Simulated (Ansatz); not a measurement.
Notes on ZrCo3B2

```yaml
crystal:
  lattice:
    - [2.35105, 4.07213, 0.00000]
    - [-2.35105, 4.07213, 0.00000]
    - [0.00000, 0.00000, 2.94949]
  atoms:
    - { symbol: B, position: [0.33330, 0.33340, 0.00000] }
    - { symbol: B, position: [0.66660, 0.66670, 0.00000] }
    - { symbol: Co, position: [0.50000, 0.50000, 0.50000] }
    - { symbol: Co, position: [0.50000, 0.00000, 0.50000] }
    - { symbol: Co, position: [0.00000, 0.50000, 0.50000] }
    - { symbol: Zr, position: [0.00000, 0.00000, 0.00000] }
```

Method: PBEsol, no spin polarisation; PAW, plane waves to 420 eV, 6×6×9 Γ-centred mesh, cold occupations (width 0.0659 eV) (Ansatz 0.2.0), atoms fixed.

Electronic structure: It is a metal, with about 2.7 states/eV a cell as the mean within 0.25 eV of the Fermi level, mostly Co d (62 %) and Zr d (21 %).
Formation energy: -0.61 eV an atom against the elements' usual phases (free molecules for gases, crystals otherwise, with no correction for O₂ or N₂), so it is bound against them; other compounds may still compete. Relaxing would lower it.
Stress: The pressure is 19.4 GPa (compression positive), so with the atoms held at these fractions the cell would first expand.
Charges: Bader charges in e: Zr +1.57, Co -0.32, B -0.31. In the mean Zr gives up most and Co takes most.

Origin: a known structure type with other elements, at an estimated volume, so it need not be a known compound. Caveats: no spin polarisation, so a magnetic state may lie lower; atoms or cell far from equilibrium.
